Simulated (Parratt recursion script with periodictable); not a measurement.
Interface roughness in an EUV mirror: Si/Rh multilayer on Si

| layer, from the top | thickness (Å) | density (g/cm³) | rms roughness of its top face (Å) | δ at 13.5 nm | β at 13.5 nm |
|---|---|---|---|---|---|
| Si (in each period) | 37.8 | 2.313 | varied | 9.927 × 10⁻⁴ | 0.001813 |
| Rh (in each period) | 30.9 | 12.398 | varied | 0.1248 | 0.03117 |
| Si (substrate) | – | 2.313 | 2 | 9.927 × 10⁻⁴ | 0.001813 |

The refractive index is n = 1 − δ + iβ; the runs take δ and β at each wavelength of the scan. Vacuum lies above.

Densities are inputs, not measurements. They were set from computed cells of the Materials Project: Si from entry mp-149 (Fd-3m, 2.313 g/cm³); Rh from entry mp-74 (Fm-3m, 12.398 g/cm³). A layer's crystal structure does not enter its constants, only its composition and density.

Model: EUV and soft X-ray reflectivity, Parratt recursion, Névot-Croce roughness, Henke tables. Program: Parratt recursion script with periodictable 1.7.1.

Light falls at α = 6° from the surface normal. It is s-polarised. The wavelength is scanned from 12.42 to 14.58 nm in 161 evenly spaced points, without smoothing. The peak is the highest scan point; its wavelength and height come from a parabola through R at that point and its two neighbours.

The pair is repeated 100 times. The runs differ only in σ, the roughness on top of both layers of each period; the substrate's stays as listed.

```
σ (Å)  peak λ (nm)  peak R (%)
-----  -----------  ----------
2           13.237        58.5
3           13.226        57.6
6           13.174           ?
```

Estimate the peak reflectivity at σ = 6 Å from a line of ln R against σ², and compare with the factor exp[−(2πσ/D)²] for one weak reflection.

With R₀ = 58.5 % of the first row, ln(R/R₀) is 0.0000 at σ² = 4, −0.0155 at σ² = 9 Å². The line through them has slope −0.00310 Å⁻² and intercept 0.0124, which gives 53.0 % at σ² = 36 Å². For D = 68.7 Å, (2π/D)² = 0.00836 Å⁻², and that slope from the first row gives 44.8 %.

The run gave 52.9 %, so the line misses by 0.1 points. The fitted slope is 0.37 of (2π/D)² in size.
